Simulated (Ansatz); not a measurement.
The start is a generated trial cell of As in the beta-W structure type. A full variable-cell relaxation at zero pressure is run with r2SCAN (plane waves to 500 eV, PAW, scalar-relativistic; Ansatz, a program for electronic structure). The first steps use a 6×6×6 k-mesh.

The start:
```
As
1.0
    5.40027     0.00000     0.00000
    0.00000     5.40027     0.00000
    0.00000     0.00000     5.40027
As
8
Direct
  0.25000   0.00000   0.50000
  0.75000   0.00000   0.50000
  0.00000   0.50000   0.25000
  0.00000   0.50000   0.75000
  0.50000   0.25000   0.00000
  0.50000   0.75000   0.00000
  0.00000   0.00000   0.00000
  0.50000   0.50000   0.50000
```

Question: How much energy is released per atom?

Answer: Under 0.01 eV/atom.

Question: How does the volume change?

Answer: -1.3 %, from 19.69 to 19.42 Å³/atom.

Question: How do the shortest distances between atoms change?

Answer: The closest pairs of elements (up to four, under 3.6 Å), start → end: As–As 2.70 → 2.69 Å.

Question: What band gap does the relaxed structure have at this level?

Answer: No gap (metallic).

The space group stays Pm-3n (No. 223) (the run could not lower it), with 8 atoms in the primitive cell. Final values are on a 9×9×9 k-mesh of the relaxed cell. No spin polarisation in the result.

The run could not lose the symmetry of its start: the end is stationary, and may be a saddle point rather than a minimum.

All atoms sit on sites fixed by symmetry, so only the cell could relax.

The relaxed structure here is a generated cell of As: the first start was made by placing the elements on the sites of a structure type, and the end was not matched to a known phase here, so it may be hypothetical. Known forms of As include space group No. 166.
